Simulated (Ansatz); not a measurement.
A geometry of Te2Mo away from equilibrium: step 2 of the relaxation of a generated cell, Te2Mo built in the 2H-MoS2 structure type. These are PBE (plane waves to 420 eV, PAW, scalar-relativistic; Ansatz, an electronic-structure program) values and carry that method's errors. Γ-centred k-mesh 7×7×2 on the run's cell (coarser than for final values), Fermi–Dirac smearing 0.05 eV. The plane waves were selected for a different cell earlier on the path.

```xyz
6
Lattice="3.5455 0.0000 0.0000 -1.7727 3.0705 0.0000 0.0000 0.0000 14.5287" Properties=species:S:1:pos:R:3 pbc="T T T"
Mo     0.0000     2.0470     3.6322
Mo     1.7727     1.0235    10.8965
Te     0.0000     2.0470     9.1204
Te     1.7727     1.0235     1.8561
Te     1.7727     1.0235     5.4083
Te     0.0000     2.0470    12.6727
```

What forces act on the atoms (eV/Å)?


```tsv
atom	Fx	Fy	Fz
Mo1	0.00	0.00	0.00
Mo2	0.00	0.00	0.00
Te3	0.00	0.00	-0.48
Te4	0.00	0.00	-0.48
Te5	0.00	0.00	0.48
Te6	0.00	0.00	0.48
```

The path ends in P6₃/mmc (No. 194) (AFLOW prototype AB2_hP6_194_c_f (C7, as in MoS2)). No spin polarisation in the result. Without a van der Waals term the distances between weakly bound units are poorly fixed.

The run could not lose the symmetry of its start; a randomly shaken copy of 6 atoms returns to this structure.
